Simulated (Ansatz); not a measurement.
Level of theory: DFT PBE, scalar-relativistic, plane waves, PAW (Ansatz 0.2.0). Cutoff 420 eV, Γ-centred meshes of about 0.25 Å⁻¹ or finer for metals and 0.3 Å⁻¹ for insulators (2π included), Gaussian smearing. No spin polarisation.

Relaxed forms of BaCd₃Se₄:

Cell 1.

Space group I422 (No. 97). a = 7.650 Å, b = 7.650 Å, c = 7.197 Å, α = 90.00°, β = 90.00°, γ = 90.00°
| atom | site | symmetry | x | y | z |
| --- | --- | --- | --- | --- | --- |
| Ba | 2a | 422 | 0.0000 | 0.0000 | 0.0000 |
| Cd | 4c | 222. | 0.0000 | 0.5000 | 0.0000 |
| Cd | 2b | 422 | 0.0000 | 0.0000 | 0.5000 |
| Se | 8j | ..2 | 0.1876 | 0.6876 | 0.2500 |

Cell 2.

Space group Amm2 (No. 38). a = 4.482 Å, b = 4.299 Å, c = 26.077 Å, α = 90.00°, β = 90.00°, γ = 90.00°
| atom | site | symmetry | x | y | z |
| --- | --- | --- | --- | --- | --- |
| Ba | 2a | mm2 | 0.0000 | 0.5000 | 0.2678 |
| Cd | 2b | mm2 | 0.5000 | 0.0000 | 0.4120 |
| Cd | 2a | mm2 | 0.0000 | 0.0000 | 0.0302 |
| Cd | 2b | mm2 | 0.5000 | 0.5000 | 0.1481 |
| Se | 2b | mm2 | 0.5000 | 0.5000 | 0.4755 |
| Se | 2a | mm2 | 0.0000 | 0.5000 | 0.0937 |
| Se | 2b | mm2 | 0.5000 | 0.0000 | 0.2156 |
| Se | 2a | mm2 | 0.0000 | 0.0000 | 0.3568 |

Cell 3.

Space group P-4m2 (No. 115). a = 4.555 Å, b = 4.555 Å, c = 13.012 Å, α = 90.00°, β = 90.00°, γ = 90.00°
| atom | site | symmetry | x | y | z |
| --- | --- | --- | --- | --- | --- |
| Ba | 1a | -4m2 | 0.0000 | 0.0000 | 0.0000 |
| Cd | 2f | 2mm. | 0.5000 | 0.5000 | 0.7241 |
| Cd | 1d | -4m2 | 0.0000 | 0.0000 | 0.5000 |
| Se | 2g | 2mm. | 0.0000 | 0.5000 | 0.6119 |
| Se | 2g | 2mm. | 0.0000 | 0.5000 | 0.1626 |

Cell 4.

Space group P2/m (No. 10). a = 7.213 Å, b = 4.180 Å, c = 7.334 Å, α = 90.00°, β = 96.93°, γ = 90.00°
```
atom  site  symmetry       x       y       z
  Ba    1c       2/m  0.0000  0.0000  0.5000
  Cd    1h       2/m  0.5000  0.5000  0.5000
  Cd    1a       2/m  0.0000  0.0000  0.0000
  Cd    1e       2/m  0.5000  0.5000  0.0000
  Se    2n         m  0.8326  0.5000  0.1906
  Se    2m         m  0.3522  0.0000  0.2635
```

Their energies and Kohn–Sham gaps, in order of energy:

```json
{"row": "a", "ΔE (meV/atom)": "0", "gap on mesh (eV)": "0.68"}
{"row": "b", "ΔE (meV/atom)": "53", "gap on mesh (eV)": "0.83"}
{"row": "c", "ΔE (meV/atom)": "110", "gap on mesh (eV)": "0.44"}
{"row": "d", "ΔE (meV/atom)": "166", "gap on mesh (eV)": "none"}
```

Question: Which row belongs to which cell?

Answer: Row a is cell 2, row b is cell 3, row c is cell 4, row d is cell 1. Counting Se atoms around Ba and Cd (those within 1.25 times the shortest such distance or 1.15 times the sum of covalent radii, 1.27 where that leaves under three; a plus sign parts nearer from farther groups; the shortest distance is added where it exceeds 1.18 times the sum of covalent radii; a slash parts the counts of unlike sites): cell 1 (I422, 26.3 Å³/atom) has Ba 8, Cd 4/8 from 3.3 Å; cell 2 (Amm2, 31.4 Å³/atom) has Ba 6, Cd 4; cell 3 (P-4m2, 33.7 Å³/atom) has Ba 4, Cd 4; cell 4 (P2/m, 27.4 Å³/atom) has Ba 6, Cd 2+4/4+2/6.

Gaps are read on each cell's k mesh and can be smaller between its points; Kohn–Sham gaps at this level usually fall short of measured ones, and a small gap can close altogether. The zero gap of I422 may come from the functional, which often closes small gaps, or the cell may be a true semimetal. With atoms moved at random, cell 4 went lower on a coarse mesh, which no converged run confirmed. With atoms moved at random, cell 3 (by 53 meV/atom) fell into a lower structure and cell 2 came back. Cell 1 had no clear such test and can be a saddle point.
